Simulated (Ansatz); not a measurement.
**Question.** Each is relaxed and computed with r²SCAN (plane waves, PAW; program Ansatz). Which is the only metal?
A) Nb2AlB2, Cmmm (Al on 2a, Nb on 4j, B on 4i)
B) AlCuCl4, P-42c (Al on 2d, Cu on 2e, Cl on 8n)
C) AlBO3, R-3c (Al on 6b, B on 6a, O on 18e)
D) SiB3, Imma (Pearson symbol oI64)

**Answer.** A, Nb2AlB2, Cmmm (Al on 2a, Nb on 4j, B on 4i). Nb2AlB2: metal; AlBO3: gap 6.85 eV (indirect); AlCuCl4: gap 3.07 eV (indirect); SiB3: gap 1.54 eV (indirect). Typed or built starts, not in the databases checked: Nb2AlB2, Cmmm (Al on 2a, Nb on 4j, B on 4i). Standing as an ambient phase not checked: AlBO3, R-3c (Al on 6b, B on 6a, O on 18e); AlCuCl4, P-42c (Al on 2d, Cu on 2e, Cl on 8n); SiB3, Imma (Pearson symbol oI64). All cells were relaxed under the symmetry of their starts (and spin orders); stability against distortions was not tested throughout. Rows with no word on spin ran without spin polarisation. Scalar-relativistic: spin–orbit coupling is off unless named, which matters more the heavier the elements.

Potentials: the later of the program's two PAW sets.
